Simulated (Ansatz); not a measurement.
A trial cell of AlAsPd₃ went into the relaxation workflow.

The guess for AlAsPd₃ was made by a generator: random cell by space group and Wyckoff sites (P4/mmm, No. 123). Lengths were set from tabulated atomic sizes, so they are only a guess.

```
CELL_PARAMETERS angstrom
4.54579 0.00000 0.00000
0.00000 4.54579 0.00000
0.00000 0.00000 7.10248
ATOMIC_POSITIONS crystal
Al 0.50000 0.50000 0.00000
As 0.50000 0.50000 0.50000
Pd 0.50000 0.50000 0.17063
Pd 0.50000 0.50000 0.82937
Pd 0.00000 0.00000 0.50000
```

These are results of DFT PBE, scalar-relativistic, plane waves, PAW (Ansatz 0.2.0), not measurements.

Input of a coarse relaxation:

```yaml
crystal:
  lattice:
    - [4.54579418, 0.0, 0.0]
    - [0.0, 4.54579418, 0.0]
    - [0.0, 0.0, 7.10248295]
  atoms:
    - { symbol: Al, position: [0.5, 0.5, 0.0] }
    - { symbol: As, position: [0.5, 0.5, 0.5] }
    - { symbol: Pd, position: [0.5, 0.5, 0.17062509] }
    - { symbol: Pd, position: [0.5, 0.5, 0.82937491] }
    - { symbol: Pd, position: [0.0, 0.0, 0.5] }
basis:
  ecutwfc: 420
kpoints:
  mp_grid: { grid: [4, 4, 4] }
hamiltonian:
  xc: pbe
scf:
  occupations: { method: gaussian, width: 0.1 }
  lower_state_search: "off"
output:
  forces: true
  stress: true
  eigenvalues: true
relax:
  adjacent_minimum: "off"
  f_tol: 0.04
  max_steps: 70
  cell: { stress_tol: 0.4 }
```

```bash
ansatz run input.yaml --threads 1 --pin off --max-ram 2560MiB --backend cpu --events-out ev --progress --plain --runs-dir out
```

Last lines of the log:

```
Initial density: superposition of atomic densities (neutral atoms: chi_scale 0, normalization atom), corrected by the library's trained network
Initial wavefunctions: pseudopotential atomic-orbital guess
Functional: x = pbe(κ = 0.804, μ = 0.21951497), c = pbe(β = 0.06672455)
SCF iter   1: F=—  HF=-26238.756270 eV  |F-HF|=—  |Δ(HF+E_count)|=         —  Δρ=1.94e-1  dr2=1.03e2  ethr=1.77e-3  ⟨swp⟩=9.6  Hψ=4653  notcnv=0
SCF iter   2: F=—  HF=-26233.068869 eV  |F-HF|=—  |Δ(HF+E_count)|=    5.69e0  Δρ=1.16e-1  dr2=2.72e1  ethr=1.77e-3  ⟨swp⟩=5.7  Hψ=2698  notcnv=0  defer=30
SCF iter   3: F=—  HF=-26234.279045 eV  |F-HF|=—  |Δ(HF+E_count)|=    1.21e0  Δρ=1.06e-1  dr2=2.34e1  ethr=1.77e-3  ⟨swp⟩=5.1  Hψ=2660  notcnv=0  defer=46
SCF iter   4: F=—  HF=-26228.584913 eV  |F-HF|=—  |Δ(HF+E_count)|=    5.69e0  Δρ=2.38e-2  dr2=7.17e-1  ethr=1.77e-3  ⟨swp⟩=4.8  Hψ=2157  notcnv=0  defer=43
SCF iter   5: F=—  HF=-26228.545956 eV  |F-HF|=—  |Δ(HF+E_count)|=   3.90e-2  Δρ=1.35e-2  dr2=6.03e-1  ethr=9.95e-4  ⟨swp⟩=3.7  Hψ=1700  notcnv=0  defer=44
SCF iter   6: F=—  HF=-26228.516238 eV  |F-HF|=—  |Δ(HF+E_count)|=   2.97e-2  Δρ=7.55e-3  dr2=1.21e-1  ethr=8.37e-4  ⟨swp⟩=2.3  Hψ=1113  notcnv=0  defer=43
SCF iter   7: F=—  HF=-26228.499031 eV  |F-HF|=—  |Δ(HF+E_count)|=   1.72e-2  Δρ=1.90e-3  dr2=2.71e-3  ethr=1.68e-4  ⟨swp⟩=2.1  Hψ=1092  notcnv=0  defer=43
SCF iter   8: F=—  HF=-26228.499811 eV  |F-HF|=—  |Δ(HF+E_count)|=   7.80e-4  Δρ=1.26e-3  dr2=4.65e-3  ethr=3.77e-6  ⟨swp⟩=3.0  Hψ=1677  notcnv=0  defer=43
SCF iter   9: F=—  HF=-26228.499429 eV  |F-HF|=—  |Δ(HF+E_count)|=   3.81e-4  Δρ=3.89e-4  dr2=3.40e-4  ethr=3.77e-6  ⟨swp⟩=2.3  Hψ=970  notcnv=0  defer=43
SCF iter  10: F=—  HF=-26228.499394 eV  |F-HF|=—  |Δ(HF+E_count)|=   3.52e-5  Δρ=3.77e-5  dr2=3.11e-6  ethr=4.72e-7  ⟨swp⟩=2.0  Hψ=1072  notcnv=0  defer=43
SCF iter  11: F=—  HF=-26228.499828 eV  |F-HF|=—  |Δ(HF+E_count)|=   4.34e-4  Δρ=2.53e-5  dr2=1.79e-6  ethr=4.32e-9  ⟨swp⟩=3.0  Hψ=1681  notcnv=0  defer=43
SCF iter  12: F=-26228.499828 eV  HF=-26228.499828 eV  |F-HF|=8.46e-8  |Δ(HF+E_count)|=   2.57e-8  Δρ=8.92e-6  dr2=9.79e-8  ethr=1.39e-10  ⟨swp⟩=15.2  Hψ=4908  notcnv=0
Error: refused after 12 iterations: one_centre_occupation = 3.41e0 (threshold 2.00e0); read on the Al atom at site 0 (counted from 0), in its partial waves of l = 2. The loop had accepted its state. The figure is how many electrons the atom's PAW partial-wave expansion lays in one spin orbital insid
```

Task: How did the run end?

Result: The SCF loop converged, but the program refused the state. The PAW expansion on Al put 3.41 electrons into one spin orbital, where the Pauli principle allows one. The run has most likely filled a ghost state of the dataset, or the PAW spheres overlap too strongly; at the start of this run the shortest distance is 1.21 Å. No property of the compound can be read from it.

The run took 8.7 s on 1 thread of Arm Neoverse V2, with other jobs on the host, peak memory 0.41 GiB.
